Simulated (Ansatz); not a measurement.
Cu₂WSe₄:
```
CELL_PARAMETERS angstrom
      5.52900     0.00000     0.00000
      0.00000     5.52900     0.00000
      0.00000     0.00000    32.00000
ATOMIC_POSITIONS crystal
  Cu 0.50000 0.00000 0.50000
  Cu 0.00000 0.50000 0.50000
  W  0.50000 0.50000 0.50000
  Se 0.25719 0.74281 0.45604
  Se 0.74281 0.74281 0.54396
  Se 0.74281 0.25719 0.45604
  Se 0.25719 0.25719 0.54396
```
Free-standing layer in the xy plane with vacuum along z and no interaction between images.

In-plane strain on the r²SCAN+D4-relaxed layer, atoms relaxed; the program Ansatz at the r²SCAN+D4 level (PAW). Band edges on the k-mesh, from the upper vacuum level. Strained cells keep their symmetry and size, so buckling under compression is not allowed; words on stability below refer to the unstrained layer.

| strain x / y (%) | ΔE (meV/atom) | tension xx (N/m) | tension yy (N/m) | thickness (Å) | VBM (eV) | CBM (eV) |
|---|---|---|---|---|---|---|
| -4 / -4 | 27.2 | -2.72 | -2.72 | 2.92 | -5.21 | -3.90 |
| -2 / -2 | 6.5 | -1.25 | -1.25 | 2.87 | -5.31 | -3.87 |
| -1 / 0 | 0.7 | -0.51 | -0.08 | 2.83 | -5.37 | -3.92 |
| 0 / 0 | 0.0 | -0.01 | -0.01 | 2.81 | -5.39 | -3.94 |
| 1 / 0 | 0.6 | 0.47 | 0.06 | 2.80 | -5.41 | -3.97 |
| 2 / 2 | 5.8 | 1.02 | 1.02 | 2.77 | -5.46 | -4.03 |
| 4 / 4 | 22.1 | 1.69 | 1.69 | 2.72 | -5.52 | -4.13 |

Space group P-42m. The layer was cut from a bulk entry of the Materials Project (measured or hypothetical); whether that bulk phase is the ambient one, and whether the layer has been isolated, was not checked. The r²SCAN+D4 relaxation kept the symmetry of its start; whether a distortion lowers the energy is not shown. The workflow began spin-polarised and lost its moments. Spin–orbit coupling is left out wherever it is not named.

Potentials: the later of the program's two PAW sets.

Edges and masses are those of Kohn–Sham bands, whose gap is no quasiparticle gap.
